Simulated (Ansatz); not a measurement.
YSi$_{2}$Au$_{2}$ in space group I4/mmm (No. 139; Y on 2a, Si on 4e, Au on 4d), r²SCAN (plane waves, PAW; program Ansatz), all energies at zero smearing, with the estimated change up to a 700 eV cutoff added, with one set of potentials and settings (totals compare only within such a set). Cell of 5 atoms (1 Y, 2 Si, 2 Au): -31467.881 eV.

```json
[
 {"element": "Y", "reference phase": "P6_3/mmc, 2 atoms in the cell", "E (eV/atom)": "-3859.7073"},
 {"element": "Si", "reference phase": "Fd-3m, 2 atoms in the cell", "E (eV/atom)": "-639.0667"},
 {"element": "Au", "reference phase": "Fm-3m, 1 atoms in the cell", "E (eV/atom)": "-13163.5078"}
]
```

Formation energy per atom, worked out: (-31467.881 − 1×(-3859.7073) − 2×(-639.0667) − 2×(-13163.5078))/5 = -0.605 eV/atom (-58 kJ per mol of atoms), at 0 K, without zero-point energy or fitted corrections.

The first step of the workflow began from a Materials Project structure, measured or hypothetical; the Crystallography Open Database copy checked does not list it. Whether it is the stable phase at ambient conditions was not checked. The r²SCAN relaxation kept the symmetry of its start; whether a distortion lowers the energy is not shown. No spin polarisation was allowed. The references are the lowest solids computed at this level, not always the standard phases. Spin–orbit coupling is left out wherever it is not named.

Potentials: the later of the program's two PAW sets.
